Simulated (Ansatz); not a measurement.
Hf2Si in space group I4/mcm (No. 140; Hf on 8h, Si on 4a), r²SCAN in the plane-wave PAW code Ansatz, all energies at zero smearing, with the estimated change up to a 700 eV cutoff added, with one set of potentials and settings (totals compare only within such a set). Cell of 6 atoms (4 Hf, 2 Si): -64215.126 eV.

| element | reference phase | E (eV/atom) |
|---|---|---|
| Hf | P6_3/mmc, 2 atoms in the cell | -15733.0631 |
| Si | Fd-3m, 2 atoms in the cell | -639.0667 |

Formation energy per atom, worked out: (-64215.126 − 4×(-15733.0631) − 2×(-639.0667))/6 = -0.790 eV/atom (-76 kJ per mol of atoms), at 0 K, without zero-point energy or fitted corrections.

The workflow started from a Materials Project entry (that database holds measured and hypothetical structures alike); the Crystallography Open Database copy checked does not list it. Its standing as an ambient phase is unchecked. The r²SCAN relaxation kept the symmetry of its start; whether a distortion lowers the energy is not shown. The run is not spin-polarised. The references are the lowest solids computed at this level, not always the standard phases. Spin–orbit coupling is left out wherever it is not named.

Potentials: the later of the program's two PAW sets.
